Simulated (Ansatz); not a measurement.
Ansatz (a first-principles code) input:

Ansatz 0.2 input:
```yaml
crystal:
  lattice:
    - [2.0215359753, 1.1671343395, 9.4403324171]
    - [-2.0215359753, 1.1671343395, 9.4403324171]
    - [0.0, -2.3342686791, 9.4403324171]
  atoms:
    - { symbol: Sr, position: [0.2525290113, 0.2525290113, 0.2525290113] }
    - { symbol: Sr, position: [0.7474709887, 0.7474709887, 0.7474709887] }
    - { symbol: Cu, position: [0.5, 0.5, 0.5] }
    - { symbol: Br, position: [0.0, 0.0, 0.0] }
    - { symbol: O, position: [0.4366722704, 0.4366722704, 0.4366722704] }
    - { symbol: O, position: [0.5633277296, 0.5633277296, 0.5633277296] }
kpoints:
  mp_grid: { grid: [8, 8, 8] }
hamiltonian:
  xc: r2scan
  pseudopotentials: { kind: paw }
scf:
  occupations: { method: fixed }
checkpoint: { read: static.run }
output: { write_density: true, elf: true, volumetric_format: npy }
basis: { fft_grid_basis: typed }
```

Output (shortened):

```
Pseudopotential: Sr, paw, valence charge 10
Pseudopotential: Cu, paw, valence charge 19
Pseudopotential: Br, paw, valence charge 7
Pseudopotential: O, paw, valence charge 6
Functional definition: r2SCAN
Crystal: 6 atoms, lattice volume = 133.641 Å³
Basis set: ecut = 500 eV, 3389 PW (Γ), exchange–correlation on 288×288×288 points (64 copies of the dense FFT grid, shifted against one another)
Bands: 35, of which v1, the nominal top of the filled ones, is band 29 counted from 1 (28 counted from 0)
Symmetry: 12 space group operations
Space group: R-3m (ITA 166), of the structure as read, at distance tolerance 5.1e-5 Å
k-points: 65 of 512
Stability of the state it starts from, as read at its close in the unpolarized treatment …
iter 1 solved again at ethr=7.64e-7 eV; its pass at ethr=3.10e-3 eV (dr2=4.43e-4 eV) is discarded
SCF iter   1: F=—  HF=-17679.999573 eV  |F-HF|=—  |Δ(HF+E_count)|=         —  Δρ=2.94e-6  dr2=1.43e-8  dr2_τ=2.12e-9  ethr=7.64e-7  ⟨swp⟩=3.2  Hψ=15727  notcnv=0  defer=260
preconditioner: auto → Resta (q_TF=auto, 2.374 Å⁻¹)
SCF iter   2: F=—  HF=-17679.999787 eV  |F-HF|=—  |Δ(HF+E_count)|=   2.15e-4  Δρ=2.64e-6  dr2=9.07e-9  dr2_τ=2.82e-9  ethr=2.47e-11  ⟨swp⟩=15.3  Hψ=14890  notcnv=0
SCF iter   3: F=-17679.999787 eV  HF=-17679.999787 eV  |F-HF|=1.46e-9  |Δ(HF+E_count)|=   1.72e-9  Δρ=1.14e-6  dr2=1.98e-9  dr2_τ=3.66e-10  ethr=1.56e-11  ⟨swp⟩=1.0  Hψ=5557  notcnv=0
SCF 1 converged in 3 iterations: F = -17679.999787 eV  dr2 = 1.98e-9
SCF converged after 3 iterations
Free energy (F): -17679.999787 eV
Harris-Foulkes:  -17679.999787 eV  (|F-HF|=1.46e-9)
Internal energy: -17679.999787 eV  (E = F + TS)
E sigma→0 (E₀):  -17679.999787 eV
Fermi energy:    6.118848 eV
--- Per-component energies (eV) ---
  E_band       = -800.052385
  E_kinetic    = 1279.583003
  E_local      = -9667.728471  (includes V_loc(G=0)·N_el)
  E_nonlocal   = 964.061628
  E_hartree    = 4021.607829
  E_xc         = -810.324089
  E_vxc        = -808.936613  (∫ρ·V_xc dr)
  E_paw        = -9699.169012  (= ΣΔE_a)
  E_vpaw       = -657.983507  (= ΣTr[D̂ρ^β])
  E_aug_tail   = 0.002172  (compensation charges beyond the density's cutoff)
  E_vtau       = 47.735420  (kinetic-family band-sum trace: ∫τ·v_τ [+ j·A + Jᵃ·Aᵃ] dr)
  E_ewald      = -3767.217591
  E_core_change = -0.815257  (= ΣΔE_core)
  E_smearing   =  0.000000  (= −TS)
  E_closure    = 0.000000  (closes the sum)
  Σ components = -17679.999787   (vs F -17679.999787, Δ=0.00e0)
  [band-id]    e_kinetic+e_local+e_nonlocal+2·e_hartree+e_vxc+e_vpaw+e_augmentation_tail+e_vtau = -800.050710   (vs E_band -800.052385, Δ=1.67e-3)
--- Band table (eV; the first three rows and the last of 65) ---
  k-point 0: bands = ["-108.7910", "-64.8138", "-64.5324", "-64.5324", "-28.6811", "-28.6797", "-12.0831", "-11.8374", "-10.4458", "-9.9970", "-9.9727", "-9.9727", "-9.9719", "-9.9719", "-9.1218", "1.6179", "2.0905", "2.8203", "2.8203", "3.2622", "3.2622", …
  k-point 1: bands = ["-108.7910", "-64.8138", "-64.5324", "-64.5324", "-28.6761", "-28.6749", "-12.1706", "-11.9429", "-10.5189", "-10.1749", "-9.9883", "-9.9863", "-9.7688", "-9.7004", "-9.1486", "1.6348", "2.0602", "2.8620", "2.8834", "3.1825", "3.2951", …
  k-point 2: bands = ["-108.7910", "-64.8138", "-64.5324", "-64.5324", "-28.6641", "-28.6632", "-12.3741", "-12.1764", "-10.5059", "-10.2420", "-10.0250", "-10.0214", "-9.4970", "-9.4922", "-9.1304", "1.6582", "2.0898", "2.6950", "2.9454", "2.9547", "3.3185", …
  k-point 64: bands = ["-108.7910", "-64.8138", "-64.5324", "-64.5324", "-28.6807", "-28.6801", "-12.0785", "-11.8447", "-10.4235", "-10.0257", "-9.9729", "-9.9729", "-9.9718", "-9.9718", "-9.1123", "1.4030", "2.5489", "2.7482", "2.7482", "3.3655", "3.5601", …
```

Cost: around 40 core-seconds (rough) on shared cores.

The workflow started from a Materials Project entry (that database holds measured and hypothetical structures alike); the Crystallography Open Database files this formula in space group No. 166, but the cells were not matched. Its standing as an ambient phase is unchecked. The r²SCAN relaxation kept the symmetry of its start; whether a distortion lowers the energy is not shown. No spin polarisation was allowed. No Hubbard U is applied. Spin–orbit coupling is left out wherever it is not named.

Potentials: the later of the program's two PAW sets.

Ansatz is a plane-wave DFT program.
